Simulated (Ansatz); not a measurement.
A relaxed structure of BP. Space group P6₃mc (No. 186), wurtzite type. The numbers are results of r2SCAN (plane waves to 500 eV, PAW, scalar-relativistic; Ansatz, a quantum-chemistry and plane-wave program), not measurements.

Space group P6₃mc (No. 186); a = b = 3.191 Å, c = 5.296 Å, α = β = 90.00°, γ = 120.00°

```csv
atom,site,symmetry,x,y,z
B,2b,3m.,0.3333,0.6667,0.4997
P,2b,3m.,0.3333,0.6667,0.1255
```

| Property | Value |
|---|---|
| Volume per atom | 11.67 Å³ |
| Band gap | 1.19 eV, indirect (valence top at Γ, conduction bottom at K) (no spin-orbit coupling) |
| Smallest direct gap | 2.90 eV at Γ |
| Shortest distances | B–P 1.96 Å; B–B 3.19 Å; P–P 3.19 Å |
| k-mesh | 12×12×6 |

Band energies at high-symmetry points (eV from the VBM; labels of this space group; no spin-orbit coupling), from −5 eV up to 2.1 eV:

```tsv
point	energies
Γ	-2.25 -2.25 -0.47 0.00 0.00
M	-4.61 -4.42 -2.21 1.37
K	1.19
A	-1.37 -1.37 -1.37 -1.37
L	-3.66 -3.66 -3.54 -3.54
H	-3.04 -3.04
```

No spin polarisation in the result.

The run could not lose the symmetry of its start.

The first start was generated by placing the elements on the sites of a structure type. Materials Project lists a structure of BP in the same space group, P6₃mc (No. 186); the sites were not compared with it, nor with measured phases. Known forms of BP include space group No. 216.
